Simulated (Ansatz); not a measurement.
# EuCuTeF with scf.occupations, scf.max_iter changed

Level of theory: PBEsol+U (Eu 6 eV, Cu 4 eV), collinear spin, scalar-relativistic; Ansatz, plane waves to 420 eV (PAW set soft_2), k-mesh 6×6×4. These are the settings of the reference run.

Cell:

```
CELL_PARAMETERS angstrom
4.18291 0.00000 0.00000
0.00000 4.18291 0.00000
0.00000 0.00000 9.09224
ATOMIC_POSITIONS crystal
Cu 0.50000 0.50000 0.50000
Cu 0.00000 0.00000 0.50000
Eu 0.50000 0.00000 0.15107
Eu 0.00000 0.50000 0.84893
F 0.00000 0.00000 0.00000
F 0.50000 0.50000 0.00000
Te 0.00000 0.50000 0.32273
Te 0.50000 0.00000 0.67727
```

The reference run of this cell is solved again as a single point with these keys changed:

| key | reference run | changed run |
| --- | --- | --- |
| scf.occupations | {method: gaussian, width: 0.02} | not typed |
| scf.max_iter | not typed | 80 |

**Question.** Does this change matter?

**Answer.** It is refused before the calculation starts. Message: Error: YAML parse error: `scf.occupations.method` is required: fixed only where the cell keeps a band gap throughout the run, explicit beside scf.occupations.values (under evaluate: without them), else a smearing such as fermi_dirac (scf.occupations.width is optional; its entry in the input reference gives the default)
